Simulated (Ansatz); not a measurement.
One crystal and one scan (frozen-phonon scan) at two levels, r2SCAN (plane waves to 500 eV, PAW, scalar-relativistic; Ansatz, a quantum-chemistry and plane-wave program) and PBE (plane waves to 420 eV, PAW, scalar-relativistic; Ansatz), each from its own relaxed cell and on its own mesh. The cell shown is that of r2SCAN.

Starting cell, SiC (zinc blende):

```
CELL_PARAMETERS angstrom
      0.00000     4.35634     4.35634
      2.17817     0.00000     2.17817
      2.17817     2.17817     0.00000
ATOMIC_POSITIONS crystal
  C  0.37500 0.75000 0.75000
  C  0.87500 0.75000 0.75000
  Si 0.00000 0.00000 0.00000
  Si 0.50000 0.00000 0.00000
```

The atoms are displaced by Q × the pattern below (from a DFPT mode at L = (0.5, 0.0, 0.0), largest move 1; Q in Å), at fixed cell. It is one choice among 2 degenerate patterns. (q is in reciprocal vectors of the primitive cell; the cell shown is doubled to hold the pattern.)

| atom | x | y | z |
|---|---|---|---|
| C1 | -0.285 | 0.520 | -0.805 |
| C2 | 0.285 | -0.520 | 0.805 |
| Si3 | -0.108 | 0.196 | -0.304 |
| Si4 | 0.108 | -0.196 | 0.304 |

SiC was relaxed with its symmetry unable to fall. Percentages come from the unrounded values.

Results of r2SCAN:

Lattice constant a (Å): 4.356
Harmonic wavenumber from the curvature (finite differences) (cm⁻¹ (negative: imaginary)): 770
Shape of the curve: a single well with its minimum at or next to zero displacement

Problem. Estimate the PBE values.

Solution. 
```
quantity                                                                                    PBE     r2SCAN − PBE
----------------------------------------------------------------------------------------  -----  ---------------
Lattice constant a (Å)                                                                    4.380  -0.024 (-0.5 %)
Harmonic wavenumber from the curvature (finite differences) (cm⁻¹ (negative: imaginary))    748     +22 (+3.0 %)
```

r2SCAN gives the higher value for: harmonic wavenumber from the curvature. r2SCAN gives the lower value for: lattice constant a. Both give the same shape of the curve: a single well with its minimum at or next to zero displacement. Neither level is exact: the differences show how much the result hangs on the functional.

(A displaced cell: forces are minus the slopes of the energy, force constants its curvatures, and phonons follow from these.)
